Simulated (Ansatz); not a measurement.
P$_{2}$W in space group Cmc2_1 (No. 36; P on 4a, P on 4a, W on 4a) at seven volumes, the program Ansatz at the LDA level (PAW), shape and atoms relaxed at each. One row is withheld.

```csv
V (Å³/atom),P (GPa)
12.984,23.69
13.412,14.66
13.840,6.80
14.268,0.00
14.696,-5.84
15.124,-10.82
15.552,?
```

Problem. Fit the shown pressures and predict the withheld one.

Solution. Third-order Birch–Murnaghan: P = (3/2)B₀(x^(7/2) − x^(5/2))[1 + (3/4)(B′ − 4)(x − 1)] with x = (V₀/V)^(2/3). Least squares on the six rows gives V₀ = 14.270 Å³/atom, B₀ = 209.0 GPa, B′ = 3.89. At V = 15.552, x = 0.9443 and P = -15.21 GPa. The run itself gave -15.04 GPa.

The workflow started from a Materials Project entry (that database holds measured and hypothetical structures alike); the Crystallography Open Database files this formula in space group No. 36, but the cells were not matched. Its standing as an ambient phase is unchecked. The cell was relaxed with LDA under the symmetry of its start; whether a distortion lowers the energy is not shown. The run is not spin-polarised. Scalar-relativistic: spin–orbit coupling is off unless named, which matters more the heavier the elements.

Potentials: the earlier of the program's two PAW sets. The files were generated under PBE; for other functionals the program regenerates the frozen cores, and for LDA and PBEsol the local potential too.
